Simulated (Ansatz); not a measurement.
## LiF (Fm-3m): G0W0 and the starting functional

```xyz
2
Lattice="0.0000 2.0050 2.0050 2.0050 0.0000 2.0050 2.0050 2.0050 0.0000" Properties=species:S:1:pos:R:3 pbc="T T T"
Li    0.0000    0.0000    0.0000
F     2.0050    2.0050    2.0050
```

Held fixed (Ansatz):

* datasets: soft PAW set, first generation
* k mesh: 4×4×4
* empty bands: 76
* response cutoff: 113.3 eV
* frequencies: plasmon pole, fitted at the program's default frequency
* q → 0 term: analytic weight of Carrier, Rohra and Görling
* points solved: Γ, L, X
* band sums: cut at the band count

The gap is read direct at Γ, linearised, between the Kohn-Sham band edges among the points solved. ε∞ is the electronic dielectric constant on this mesh. Wave cutoffs: 420, 500 eV in the order of the table.

| orbitals | KS gap (eV) | G0W0 gap (eV) | ε∞ |
| --- | --- | --- | --- |
| PBE | 9.21 | 13.37 | 2.0 |
| r²SCAN | 10.19 | ? | ? |

(1) Fill in the row for r²SCAN.

Results:

(1) G0W0 gap 13.84 eV, ε∞ 1.9.

Soft PAW datasets can miss an all-electron G0W0 gap by more than 5 %. The PAW or pseudopotential files were made with PBE. The mesh is coarse, so these are values at the stated settings, not converged ones. Band sums or response are cut, so the gap isn't at its basis limit. With r²SCAN or HSE06 the Kohn-Sham levels are generalised ones.
